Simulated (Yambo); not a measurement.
Material: NaTaO$_{3}$ (space group P4/mbm, No. 127); a = 5.4771 Å, b = 5.4771 Å, c = 3.9591 Å, α = 90.00°, β = 90.00°, γ = 90.00° (10 atoms in the cell). The geometry is that of Materials Project entry mp-4675, symmetrised and not relaxed again.

With norm-conserving LDA (Quantum ESPRESSO, 88 Ry, scalar-relativistic), the gap between the mesh's edge points (Z → Γ) is 2.265 eV.

### Question
Estimate the G0W0 gap between the same points from Yambo (2×2×4 Γ-centred k mesh, bands 5 to 189 and a 7 Ry block in the screening, 189 bands in G with the Bruneval-Gonze terminator, plasmon pole fitted at 27.2 eV).

### Answer
The correction is 1.742 eV, giving 4.007 eV, 1.8 times the LDA value.  Nearest settings tried, and what they do to the gap: 151 bands in W, 151 bands in G: +41 meV; 6 Ry block (197 vectors against 267): -21 meV; 2×2×2 mesh: -53 meV. So the settings aren't converged at that level. Spin-orbit coupling is left out, which matters for elements this heavy: edges can move by tenths of an eV.

This is not the ordinary phase of the substance.
